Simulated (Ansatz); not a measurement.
ScPd (CsCl type)

```
ScPd
1.0
    6.45976     0.00000     0.00000
    0.00000     3.22988     0.00000
    0.00000     0.00000     3.22988
Sc Pd
2 2
Direct
  0.25000   0.50000   0.50000
  0.75000   0.50000   0.50000
  0.00000   0.00000   0.00000
  0.50000   0.00000   0.00000
```

The atoms are displaced by Q × the pattern below (from a DFPT mode at X = (0.5, 0.0, 0.0), largest move 1; Q in Å), at fixed cell. (q is in reciprocal vectors of the primitive cell; the cell shown is doubled to hold the pattern.)

```csv
atom,x,y,z
Sc1,1.000,0.000,0.000
Sc2,-1.000,0.000,0.000
```

Atoms not listed stay in place.

Computed with LDA (plane waves to 420 eV, PAW, scalar-relativistic; Ansatz, a quantum-chemistry and plane-wave program). k mesh 7×14×14 (Γ-centred), Fermi-Dirac smearing 0.05 eV. The energy includes the smearing's −TS. With partly filled bands, energies and forces of such displacements shift with the k mesh and the smearing. ScPd is run without spin polarisation. ScPd was relaxed with its symmetry unable to fall. ΔE is measured from the undisplaced structure. The last digit holds for this mesh only.

```csv
Q (Å),ΔE (meV/cell)
-0.2800,1053.8
-0.2333,731.8
-0.1867,471.0
-0.1400,withheld
-0.0933,120.4
-0.0467,30.2
0.0000,0.0
0.0467,30.2
0.0933,120.4
0.1400,withheld
0.1867,471.0
0.2333,731.8
0.2800,1053.8
```

Fit an even polynomial form (powers 2, 4, 6) to the given rows and predict ΔE at Q = -0.1400.

Least squares on the 11 given rows: ΔE = (13880)·Q² + (-13920)·Q⁴ + (105800)·Q⁶, in meV/cell with Q in Å; root-mean-square residual 0.37 meV/cell. At -0.1400 the fit gives 267.5 meV/cell; the calculation gives 268.0 meV/cell, so the interpolation is off by -0.5 (-0.2 %). The quadratic term alone would give 272.0 meV/cell.

(For displaced atoms, the force is minus the slope of the energy, and its curvature is a force constant, which sets phonon frequencies.)
